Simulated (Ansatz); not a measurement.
ZrO₂ in space group P4_2/nmc (No. 137; Zr on 2a, O on 4d), the program Ansatz at the PBEsol level (PAW). The conduction-band minimum lies at Γ, with 1 equivalent valley. Second derivatives d²E/dk² of the lowest band at one valley (eV·Å²), along Cartesian directions:

| direction | d²E/dk² |
|---|---|
| [100] | 13.32 |
| [010] | 13.32 |
| [001] | 3.584 |
| [110] | 13.31 |
| [101] | 8.452 |
| [011] | 8.452 |

**Question.** Find the principal effective masses, the density-of-states mass and the conductivity mass.

**Answer.** Off-diagonal terms follow from H_xy = H[110] − (H_xx + H_yy)/2, and m*/mₑ = 7.620 eV·Å² over each eigenvalue: 0.57, 0.57, 2.1. One valley's DOS mass (m₁m₂m₃)^(1/3) = 0.89, conductivity mass 3/(Σ 1/mᵢ) = 0.76 mₑ.

**Question.** What effective density of states Nc follows at 300 K for parabolic valleys?

**Answer.** Nc = 2.509e19 × 1 × (0.89)^(3/2) ≈ 2.1e19 cm⁻³.

This is a known high-temperature phase of the composition, computed here at zero pressure and temperature. The cell was relaxed with PBEsol under the symmetry of its start; whether a distortion lowers the energy is not shown. The run is not spin-polarised. Spin–orbit coupling is left out wherever it is not named.

Potentials: the later of the program's two PAW sets.

Edges and masses are those of Kohn–Sham bands, whose gap is no quasiparticle gap.
